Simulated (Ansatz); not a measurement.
ZnS:
```xyz
4
Lattice="3.5895 0.0000 0.0000 -1.7948 3.1086 0.0000 0.0000 0.0000 5.8802" Properties=species:S:1:pos:R:3 pbc="T T T"
Zn     0.0000     0.0000     0.0000
Zn     0.0000     0.0000     2.9401
S      0.0000     2.0724     1.4700
S      1.7948     1.0362     4.4101
```

Relaxed with r²SCAN. Special points in fractions of this cell's reciprocal vectors: Γ (0.000, 0.000, 0.000); M (0.500, 0.000, 0.000); K (0.333, 0.333, 0.000); A (0.000, 0.000, 0.500); L (0.500, 0.000, 0.500); H (0.333, 0.333, 0.500).

**Question.** List the band energies nearest the valence-band maximum at these points for r²SCAN in the plane-wave PAW code Ansatz.

**Answer.** In eV from the valence-band maximum; about four levels below and three above (degenerate sets whole), none deeper than 8.9 eV; points with the same levels are listed once.

```
k                          below                          above
-  -----------------------------  -----------------------------
Γ  -0.73 -0.73 -0.63 -0.11 -0.11            2.27 4.24 7.15 7.15
M        -3.84 -2.61 -1.97 -0.11                 2.94 3.88 4.63
K        -2.81 -2.81 -2.50 -2.50            0.82 6.61 8.02 8.02
A        -0.37 -0.37 -0.37 -0.37  4.32 4.32 7.33 7.33 7.33 7.33
L        -1.55 -1.55 -1.52 -1.52            2.55 2.55 5.95 5.95
H        -4.23 -4.23 -0.41 -0.41            4.19 4.19 5.03 5.03
```

Space group P6_3/mmc (NiAs type). The start of the workflow was typed in or built on a structure type; neither database checked (COD, Materials Project) lists it. It is not the phase usual at ambient conditions (space group No. 186, 216). The cell was relaxed with r²SCAN under the symmetry of its start; its stability against distortions is not shown here.

Potentials: the later of the program's two PAW sets.
